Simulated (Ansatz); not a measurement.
**Computed properties of C**

C:
```
CELL_PARAMETERS angstrom
     -2.18397     2.18397     2.18397
      2.18397    -2.18397     2.18397
      2.18397     2.18397    -2.18397
ATOMIC_POSITIONS crystal
  C  0.50000 0.75000 0.25000
  C  0.25000 0.50000 0.75000
  C  0.75000 0.50000 0.25000
  C  0.50000 0.25000 0.75000
  C  0.25000 0.75000 0.50000
  C  0.75000 0.25000 0.50000
```

Space group Im-3m (No. 229); conventional cell a = b = c = 4.3679 Å, α = β = γ = 90.00°.

Method: the program Ansatz at the r²SCAN level (PAW). The cell and atoms are relaxed at this level. Other levels are named where they apply.

**Cell and energy**

* **Volume per atom**: 6.94 Å³
* **Density**: 2.87 g/cm³

**Electronic structure**

- Band gap: 2.53 eV (indirect)
- Valence-band maximum: at H
- Conduction-band minimum: on the Γ–H line, 56 % of the way from Γ (6 equivalent valleys)
- Smallest direct gap on the standard path: 3.35 eV
- Electron effective mass: 0.39, 0.39, 0.56 mₑ (principal values)
- HSE06 gap on the r²SCAN cell: 3.64 eV

**Mechanics**

- Bulk modulus (Birch–Murnaghan fit) = 345 GPa
- Pressure derivative B′ = 3.7
- Elastic constants (relaxed ions, GPa) = C11 = 842, C12 = 96.5, C44 = 315
- Mechanical stability = stable (all eigenvalues of C positive)
- Hill bulk and shear moduli = 345 and 337 GPa
- Young's modulus = 763 GPa
- Poisson's ratio = 0.13
- Debye temperature from the elastic constants = 1850 K

The start of the workflow was typed in or built on a structure type; neither database checked (COD, Materials Project) lists it. It is not the phase usual at ambient conditions (space group No. 194, 227). The r²SCAN relaxation kept the symmetry of its start; its stability against distortions is not shown here.

Potentials: the later of the program's two PAW sets.
